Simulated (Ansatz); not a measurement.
**Deforming O**

```xyz
2
Lattice="1.4233 0.8218 3.4083 -1.4233 0.8218 3.4083 0.0000 -1.6435 3.4083" Properties=species:S:1:pos:R:3 pbc="T T T"
O     0.0000    0.0000    0.5900
O     0.0000    0.0000    9.6349
```

Atoms are numbered in the order listed.

The geometry is COD entry 2106431, unchecked; take it as a test cell.

Solid oxygen carries moments on its molecules; these runs leave spin out.

Computed with DFT, PBEsol, all-electron PAW with datasets made for the crystal, scalar-relativistic (Ansatz 0.2.0).

Sampling and basis: a Γ-centred 10×10×10 k mesh, Fermi–Dirac smearing of 0.02 eV, cutoff 1020 eV (chosen by the program for this cell), no spin polarisation.

The unchanged cell is at 1.84 GPa.

In a metal, stresses and small energies carry noise from the k mesh.

x, y and z are the Cartesian axes of the cell as listed; fractional coordinates follow a strain, and an engineering shear is twice the off-diagonal strain component.

Question: One change gave: energy change under 1 meV/atom; stress change (xx, yy, zz, yz, xz, xy) 0.00, 0.07, -0.02, -0.69, -0.73, 0.25 GPa, compression positive; change of the force on O2 (0.047, 0.051, 0.011) eV/Å. Which change was it?
A. equal xy, yz and zx engineering shear strains of +1 %
B. equal xy, yz and zx engineering shear strains of +2 %
C. equal xy, yz and zx engineering shear strains of -2 %
D. equal xy, yz and zx engineering shear strains of -1 %

Answer: B. For equal xy, yz and zx engineering shear strains of -2 %: energy change +1 meV/atom; stress change (xx, yy, zz, yz, xz, xy) 0.10, -0.03, -0.02, 0.75, 0.80, -0.19 GPa, compression positive; change of the force on O2 (-0.053, -0.058, 0.010) eV/Å. For equal xy, yz and zx engineering shear strains of -1 %: energy change under 1 meV/atom; stress change (xx, yy, zz, yz, xz, xy) 0.04, -0.02, 0.00, 0.37, 0.39, -0.10 GPa, compression positive; change of the force on O2 (-0.026, -0.028, 0.003) eV/Å. For equal xy, yz and zx engineering shear strains of +1 %: energy change under 1 meV/atom; stress change (xx, yy, zz, yz, xz, xy) -0.01, 0.03, 0.00, -0.35, -0.37, 0.11 GPa, compression positive; change of the force on O2 (0.024, 0.026, 0.003) eV/Å.
